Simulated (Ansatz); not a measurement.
Co (simple cubic, Pm-3m) under volume change, DFT-PBEsol in the program Ansatz with PAW potentials, scaled uniformly.

```json
[
 {"V (Å³/atom)": "10.960", "E − E(relaxed) (meV/atom)": "59.0", "P (GPa)": "18.80"},
 {"V (Å³/atom)": "11.321", "E − E(relaxed) (meV/atom)": "24.8", "P (GPa)": "11.68"},
 {"V (Å³/atom)": "11.682", "E − E(relaxed) (meV/atom)": "5.8", "P (GPa)": "5.35"},
 {"V (Å³/atom)": "12.044", "E − E(relaxed) (meV/atom)": "0.0", "P (GPa)": "-0.01"},
 {"V (Å³/atom)": "12.405", "E − E(relaxed) (meV/atom)": "?", "P (GPa)": "?"},
 {"V (Å³/atom)": "12.766", "E − E(relaxed) (meV/atom)": "?", "P (GPa)": "?"},
 {"V (Å³/atom)": "13.128", "E − E(relaxed) (meV/atom)": "37.1", "P (GPa)": "-10.54"}
]
```

**Question.** Some entries are withheld; supply them.

**Answer.** 
- 12.766, E − E(relaxed) (meV/atom): 17.1
- 12.766, P (GPa): -7.16
- 12.405, E − E(relaxed) (meV/atom): 4.7
- 12.405, P (GPa): -3.90

**Question.** What does a third-order Birch–Murnaghan fit give for V₀, B₀ and B′?

**Answer.** V₀ = 12.07 Å³/atom, B₀ = 153 GPa, B′ = 5.2.

The cell is a constructed one: a structure type filled with these elements; neither database checked (COD, Materials Project) lists it. It is not the phase usual at ambient conditions (space group No. 194). The cell was relaxed with PBEsol under the symmetry of its start. At this level the phase is mechanically unstable. Magnetic state: ferromagnetic, chosen from 3 collinear starts compared on coarse meshes (ties went to the first, and starts can fall back to one state), not a proven ground state.

Potentials: the later of the program's two PAW sets.
